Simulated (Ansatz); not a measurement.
**BiAu (rocksalt structure)**

Level of theory: DFT, r²SCAN, scalar-relativistic, no spin polarisation; plane waves to 500 eV with PAW datasets (Ansatz 0.2.0), Γ-centred 10×10×10 mesh, 0.05 eV Gaussian smearing; PAW files: Ansatz's generated set soft_2.

```
Au Bi
1.0
     0.00000    2.94076    2.94076
     2.94076    0.00000    2.94076
     2.94076    2.94076    0.00000
Au Bi
1 1
Direct
  0.50000 0.50000 0.50000
  0.00000 0.00000 0.00000
```

The cell came from substitution into a structure type; whether the compound takes it is for experiment to say.

The run above is the reference. The same cell was run again with other input settings; several of them aren't fit for production, so the rows show the settings' effect and aren't properties of the material.

```tsv
keys changed	outcome	ΔE (meV/atom)	P (GPa)	gap on the mesh (eV)	cell moment (μB)	largest force component (eV/Å)	SCF iterations	rough core-seconds	new warnings
none (reference)	converged	0.0	0.0	metal	–	0.000	–	–	–
basis.ecutwfc: 500 → "14.7 Ry"; scf.n_extra_bands: 32	converged	9776.3	3.0	metal	–	0.000	8	3	cutoff below recommended
scf.mixing.algorithm: "msr1"; scf.mixing.beta: 0.7; scf.mixing.ndim: 16; scf.occupations.width: 0.05 → null; scf.occupations.method: "gaussian" → "tetrahedron"	converged	-1.0	0.1	metal	–	0.000	6	8	band table not solved further; tetrahedron derivatives may miss energy slope
scf.mixing.algorithm: "msr1"; scf.mixing.beta: 0.1; scf.mixing.ndim: 16; kpoints.mp_grid.grid: [10, 10, 10] → [5, 5, 5]	converged	-20.2	0.0	metal	–	0.000	8	3	–
scf.convergence.dr2_threshold: 1e-08	converged	0.0	0.0	metal	–	0.000	7	10	stress scf threshold loose
scf.eigensolver.kind: "davidson"; basis.precision: "f64"	converged	0.0	0.0	metal	–	0.000	6	9	–
```

These changes also left energy (to 0.1 meV/atom), pressure, gap, moment and forces as in the reference: scf.algorithm: "direct_min".

ΔE is the energy with the smearing extrapolated to zero. It is left out where the change alters the Hamiltonian or the spin treatment. The varied runs start from atomic densities (corrected by the program's trained start where that serves), with the default search for lower states unless a row changes it.

Task: What happens with these changes: scf.convergence.dr2_threshold: 1e-08; hamiltonian.xc: "r2scan" → "rpbe"; crystal.symmetry: {"detect": false}?

Result: outcome converged, P (GPa) 4.5, gap on the mesh (eV) metal, largest force component (eV/Å) 0.000, SCF iterations 6, rough core-seconds 60, new warnings stress scf threshold loose.

Task: What happens with these changes: basis.ecutwfc: 500 → "200 eV"?

Result: outcome converged, ΔE (meV/atom) 9776.3, P (GPa) 3.0, gap on the mesh (eV) metal, largest force component (eV/Å) 0.000, SCF iterations 8, rough core-seconds 2.6, new warnings cutoff below recommended.

Changing scf.algorithm only steers the path to self-consistency, so the energy stays within 0.5 meV/atom.

1 further run (cut off, refused for memory, with changed atoms or starts, or in doubt) is left out.

Of the reference: Spin–orbit coupling, which matters for such heavy elements, is left out.
